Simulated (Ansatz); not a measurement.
NaNiO$_{2}$ (R-3m): electronic heat capacity from the density of states

Theory: DFT r2SCAN, scalar-relativistic, plane waves, PAW in Ansatz.

Plane waves to 500 eV, a k mesh through Γ of 18×18×18 on the computed 4-atom cell and Gaussian smearing (0.10 eV); collinear spin from starting moments 0 1.04 0 0 μB.

Relaxed cell: R-3m, a = 2.944 Å, b = 2.944 Å, c = 15.562 Å, α = 90.00°, β = 90.00°, γ = 120.00°, 4 atoms in the primitive cell. Whether it is the stable form of this composition wasn't checked.

The density of states at the Fermi level is 2.022 states/eV in the cell of 4 atoms (1 formula unit; both spins, tetrahedra on a 27×27×27 mesh). The run ends with a moment of 1.00 μB a cell (largest on a site 0.95 μB), and the figure is for this state; a paramagnetic sample can have a quite different one. Another magnetic order, if the compound takes it, can change N(E_F) and the shape of the cell a good deal, and may open a gap, where γ is close to zero.

Task: What Sommerfeld coefficient does this give?

Result: Per formula unit N(E_F) = 2.022 states/eV. γ = (π²/3) k_B² N(E_F) N_A = 2.357 mJ/(mol K²) per state/eV, so γ = 4.8 mJ/(mol K²), a mole of formula units. This is the bare band result: a measured γ of the same phase and magnetic order is as a rule larger by a factor 1 + λ from phonons and spin fluctuations. N(E_F) at one energy is sensitive to the mesh where the density of states has sharp peaks.

The state reached may not be the lowest one. The cell holds one magnetic atom, so it can only be ferromagnetic; an antiferromagnetic order may lie lower.

Only this magnetic start was tried.